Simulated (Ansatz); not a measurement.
Rh (fcc, Cu type)

```xyz
1
Lattice="0.0000 1.9151 1.9151 1.9151 0.0000 1.9151 1.9151 1.9151 0.0000" Properties=species:S:1:pos:R:3 pbc="T T T"
Rh     0.0000     0.0000     0.0000
```

The volume is varied about the relaxed value V₀ at fixed cell shape. Symmetry pins the atoms to their sites.

All values below come from PBE (plane waves to 420 eV, PAW, scalar-relativistic; Ansatz, a first-principles code). k mesh 21×21×21 (Γ-centred), Fermi-Dirac smearing 0.05 eV. Energies are smeared free energies. Compression counts positive. Rh is run without spin polarisation. Rh was relaxed with its symmetry unable to fall. The PAW data are Ansatz's earlier set. ΔE is measured from the relaxed starting cell. The last digit holds for this mesh only.

```tsv
V (Å³/atom)	ΔE (meV/atom)
11.801	411.5
12.250	244.2
12.700	withheld
13.149	52.8
13.599	12.3
14.048	0.0
14.498	10.8
14.947	40.6
15.397	85.9
15.847	143.7
16.296	211.7
```

Question: Fit a third-order Birch-Murnaghan form (E₀, V₀, B₀, B₀′ free) to the given rows and predict ΔE at V = 12.700.

Answer: Least squares on the 10 given rows: ΔE = E₀ + (9V₀B₀/16)·y²·[2 + (B₀′ − 4)y], y = (V₀/V)^(2/3) − 1, with V₀ = 14.048 Å³/atom, B₀ = 256.1 GPa (160.2 GPa = 1 eV/Å³; the term in eV is multiplied by 1000), B₀′ = 5.18, E₀ = 0.09 meV/atom; root-mean-square residual 0.11 meV/atom. At 12.700 the fit gives 127.4 meV/atom; the calculation gives 127.6 meV/atom, so the interpolation is off by -0.2 (-0.2 %). For the pressure the fit gives 33.6 GPa against the computed 33.6 GPa.

(Under strain, the slope of the energy per volume gives the stress and its curvature an elastic modulus.)
